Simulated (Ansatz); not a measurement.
Input and command of a plane-wave DFT calculation in Ansatz:

```yaml
crystal:
  lattice:
    - [3.8470254502, 0.0, 0.0]
    - [-1.9235127251, 3.3316217689, 0.0]
    - [0.0, 0.0, 6.3438924666]
  atoms:
    - { symbol: Ca, position: [0.3333333333, 0.6666666667, 0.25] }
    - { symbol: Ca, position: [0.6666666667, 0.3333333333, 0.75] }
basis:
  ecutwfc: 420
kpoints:
  mp_grid: { grid: [12, 12, 8] }
hamiltonian:
  xc: pbesol
scf:
  occupations: { method: gaussian, width: 0.1 }
output:
  forces: true
  stress: true
  eigenvalues: true
relax:
  adjacent_minimum: "off"
  f_tol: 0.01
  max_steps: 60
  cell: { stress_tol: 0.1 }
```

```bash
ansatz run input.yaml --threads 1 --pin off --max-ram 2560MiB --backend cpu --events-out ev --progress --plain --runs-dir out
```

Processor: AMD EPYC 7R43 64-Core Processor (Zen 3), 1 thread, on a host shared with other jobs.

Task: How long does it run, and how much memory does it take?

Result: About 10 s on 1 thread of AMD EPYC 7R43 64-Core Processor (Zen 3) (shared host), peak memory 0.45 GiB. It solves 14 bands at 95 k points (the mesh reduced by the symmetry that the task leaves, which can be less than the crystal's) with about 1605 plane waves (on the last cell), in 10 SCF iterations over 2 ionic steps.
